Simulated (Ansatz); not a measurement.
With PBE in the plane-wave PAW code Ansatz, Mn3SiN in the anti-perovskite structure (Pm-3m) relaxes to a = 3.718 Å. Si has 12 nearest neighbours from 2.63 Å (cuboctahedral); N has 6 nearest neighbours from 1.86 Å (octahedral). Its formation energy from the elements is -0.29 eV/atom, with no fitted shifts.

Electronic character: metallic (no gap). The magnetic state found is ferromagnetic. The net moment is 0.39 μB per atom.

An equation-of-state fit gives a bulk modulus of 246 GPa.

The start of the workflow was typed in or built on a structure type; neither database checked (COD, Materials Project) lists it. Whether it is the stable phase at ambient conditions was not checked. The PBE relaxation kept the symmetry of its start; whether a distortion lowers the energy is not shown. The final state is ferromagnetic, chosen from 4 collinear starts compared on coarse meshes (ties went to the first, and starts can fall back to one state), not a proven ground state. The volume moved by -16 % from the start of the relaxation. No Hubbard U is applied. The references are the lowest solids computed at this level, not always the standard phases (solids in place of the gases).

Potentials: the later of the program's two PAW sets.
